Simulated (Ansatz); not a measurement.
One crystal and one scan (energy over volume and axial ratio) at two levels, PBE (plane waves to 420 eV, PAW, scalar-relativistic; Ansatz, a program for electronic structure) and r2SCAN (plane waves to 500 eV, PAW, scalar-relativistic; Ansatz), each from its own relaxed cell and on its own mesh.

The crystal is BN (zinc blende); volume and axial ratio are varied about the relaxed values (subscript 0).

E stands for the smeared free energy. BN was relaxed with its symmetry unable to fall. Both scans cover V/V₀ from 0.960 to 1.040 and (c/a)/(c/a)₀ from 0.880 to 1.120.

```tsv
quantity	run 1	run 2
Lattice constant a (Å)	3.625	3.610
Shear modulus C′ = (C11 − C12)/2 (fit, atoms clamped) (GPa)	305	324
```

### Question
Which run is which level?

### Answer
Run 1 is PBE, run 2 is r2SCAN. PBE gives the higher value for: lattice constant a. PBE gives the lower value for: shear modulus C′.

(A scan under strain: stresses follow from slopes of the energy per volume, elastic moduli from its curvatures.)
